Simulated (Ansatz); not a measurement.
A plane-wave DFT run in Ansatz 0.2.0 (scalar-relativistic PAW potentials unless the input names others): input and command.

```yaml
crystal:
  lattice:
    - [6.6300342967, 0.0, 0.0]
    - [0.0, 6.6300342967, 0.0]
    - [0.0, 0.0, 3.3123213826]
  atoms:
    - { symbol: Si, position: [0.1448981941, 0.6448981941, 0.0] }
    - { symbol: Si, position: [0.8764322169, 0.3764322169, 0.0] }
    - { symbol: Si, position: [0.6448981941, 0.8764322169, 0.0] }
    - { symbol: Si, position: [0.3764322169, 0.1448981941, 0.0] }
    - { symbol: W, position: [0.5, 0.5, 0.0] }
    - { symbol: W, position: [0.0, 0.0, 0.0] }
    - { symbol: W, position: [0.6595119696, 0.1595119696, 0.5] }
    - { symbol: W, position: [0.3404880304, 0.8404880304, 0.5] }
    - { symbol: W, position: [0.1595119696, 0.3404880304, 0.5] }
    - { symbol: W, position: [0.8404880304, 0.6595119696, 0.5] }
basis:
  ecutwfc: 420
kpoints:
  mp_grid: { grid: [6, 6, 12] }
  KSPACING: 0.3
hamiltonian:
  xc: pbe
scf:
  occupations: { method: gaussian, width: 0.15 }
  max_iter: 80
output:
  forces: true
  eigenvalues: true
  stress: true
```

```bash
ansatz run input.yaml --threads 2 --pin off --max-ram 5120MiB --backend cpu --events-out ev --progress --plain --runs-dir out
```

Problem. What will the program do with this input?

Solution. The program refuses it, because of a keyword of another program (kpoints.KSPACING: not typed → 0.3). Without that key it is accepted.

Abridged log:
```
Error: YAML parse error: error: line 21 column 3: unknown field `KSPACING`, expected one of mp_grid, list, band_path, initial_grid, further_shifts
  --> <input>:21:3
   |
19 | kpoints:
20 |   mp_grid: { grid: [6, 6, 12] }
21 |   KSPACING: 0.3
   |   ^ unknown field `KSPACING`, expected one of mp_grid, list, band_path, initial_grid, further_shifts
22 | hamiltonian:
23 |   xc: pbe
   |
```